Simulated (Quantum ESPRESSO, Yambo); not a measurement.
**G0W0 results for K2BrOH**

```cif
data_H2Br2K4O2
_chemical_formula_sum 'H2 O2 K4 Br2'
_space_group_name_H-M_alt 'P21/m'
_space_group_IT_number 11
_space_group_name_Hall '-P 2yb'
_cell_length_a 6.83197
_cell_length_b 4.31705
_cell_length_c 8.59335
_cell_angle_alpha 90.000
_cell_angle_beta 108.145
_cell_angle_gamma 90.000
loop_
_atom_site_label
_atom_site_type_symbol
_atom_site_symmetry_multiplicity
_atom_site_Wyckoff_symbol
_atom_site_fract_x
_atom_site_fract_y
_atom_site_fract_z
_atom_site_occupancy
H1 H 2 e 0.16382 0.25000 0.78867 1
O1 O 2 e 0.31419 0.25000 0.82719 1
K1 K 2 e 0.29089 0.75000 0.03545 1
K2 K 2 e 0.70577 0.25000 0.38377 1
Br1 Br 2 e 0.18058 0.25000 0.30009 1
```

The geometry is that of Materials Project entry mp-24589, symmetrised and not relaxed again.

Starting point: LDA (Quantum ESPRESSO, PseudoDojo norm-conserving, 84 Ry, scalar-relativistic). G0W0 in Yambo: 2×2×1 Γ-centred k mesh, 337 bands and a 7 Ry block in the screening, 337 bands in G with the Bruneval-Gonze terminator, plasmon pole fitted at 27.2 eV.

- LDA gap along the band path: 3.23 eV
- LDA gap between the mesh's edge points (Γ → Γ): 3.23 eV
- G0W0 gap between the same points: 5.95 eV

| k point | band | E LDA (eV) | E QP (eV) | shift (eV) | Z |
|---|---|---|---|---|---|
| Γ | VB | 0.00 | -1.59 | -1.59 | 0.79 |
| Γ | CB | 3.23 | 4.36 | 1.13 | 0.87 |
| (0, -0.5, 0) | VB | -0.06 | -1.65 | -1.59 | 0.78 |
| (0, -0.5, 0) | CB | 5.45 | 6.82 | 1.37 | 0.87 |
| (-0.5, 0, 0) | VB | -0.05 | -1.65 | -1.60 | 0.79 |
| (-0.5, 0, 0) | CB | 4.50 | 5.69 | 1.18 | 0.87 |
| (-0.5, -0.5, 0) | VB | -0.04 | -1.63 | -1.59 | 0.78 |
| (-0.5, -0.5, 0) | CB | 5.44 | 6.68 | 1.23 | 0.87 |

Energies count from the LDA valence-band maximum.

Nearest settings tried, and what they do to the gap: 215 bands in G: -4 meV; 215 bands in W, 215 bands in G: -8 meV; 6 Ry block (395 vectors against 513): -35 meV; 1×2×1 mesh: -141 meV. So the settings aren't converged at that level. The k mesh is coarse.

Spin-orbit splittings are left out.

The structure is a Materials Project entry; no match was found in the copy of COD used, and its stability was not checked.
